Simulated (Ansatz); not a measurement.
Values for one crystal, relaxed and computed with plane-wave PAW r²SCAN (Ansatz code); other levels are named.

```yaml
volume_per_atom: 16.27 Å³
electronic_character: metallic (no gap)
Density of states at the Fermi level: 0.30 states/eV per atom (mean over ±0.08 eV)
Formation energy from the elements (no fitted shifts): -1.34 eV/atom
```

Task: Which compound is it?
A) TiSi2, Fddd (Si on 16f, Ti on 8a)
B) Ti2NiS4, C2/m (Ti on 4i, Ni on 2a, S on 4i, S on 4i)
C) TiTeS, P3m1 (Ti on 1b, Te on 1a, S on 1c)
D) ZrGeS, P4/nmm (Zr on 2c, S on 2c, Ge on 2a)

Result: B, Ti2NiS4, C2/m (Ti on 4i, Ni on 2a, S on 4i, S on 4i)

The first step of the workflow began from a Materials Project structure, measured or hypothetical; the Crystallography Open Database copy checked does not list it. Whether it is the stable phase at ambient conditions was not checked. The r²SCAN relaxation kept the symmetry of its start, as lowered by the spin order; whether a distortion lowers the energy is not shown. Spin order of the final state: ferrimagnetic, the only order run, not a proven ground state. Other orbital occupations within this spin state were not tried. No Hubbard U is applied. The compound may be a true metal, but semilocal functionals without U, or a wrong spin order, can also close a gap. The references are the lowest solids computed at this level, not always the standard phases.

Potentials: the later of the program's two PAW sets.
